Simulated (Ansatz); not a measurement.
Polymorphs of CdTe, each relaxed with the program Ansatz at the r²SCAN level (PAW):

A: CsCl type (Pm-3m)
a = b = c = 3.769 Å, α = β = γ = 90.00°

| atom | site | symmetry | x | y | z |
|---|---|---|---|---|---|
| Cd | 1a | m-3m | 0.0000 | 0.0000 | 0.0000 |
| Te | 1b | m-3m | 0.5000 | 0.5000 | 0.5000 |

B: zinc blende (F-43m)
a = b = c = 6.5587 Å, α = β = γ = 90.00°

```tsv
atom	site	symmetry	x	y	z
Cd	4a	-43m	0.0000	0.0000	0.0000
Te	4c	-43m	0.2500	0.2500	0.2500
```

Question: Put the candidates in order of energy per atom at 0 K, lowest first, for r²SCAN.

Answer: B (+0 meV/atom), A (+634 meV/atom)

Question: Give each one's gap.

Answer: A no gap; B 1.16 eV.

Typed or built starts, not in the databases checked: A. Not the usual ambient phase: A. Unstable at this level: A. All cells were relaxed under the symmetry of their starts (and spin orders); stability against distortions was not tested throughout. Spin–orbit coupling is left out wherever it is not named.

Energies hold the estimated change up to a 700 eV cutoff; steps of a few meV lie near the error of the meshes.

Potentials: the earlier of the program's two PAW sets.
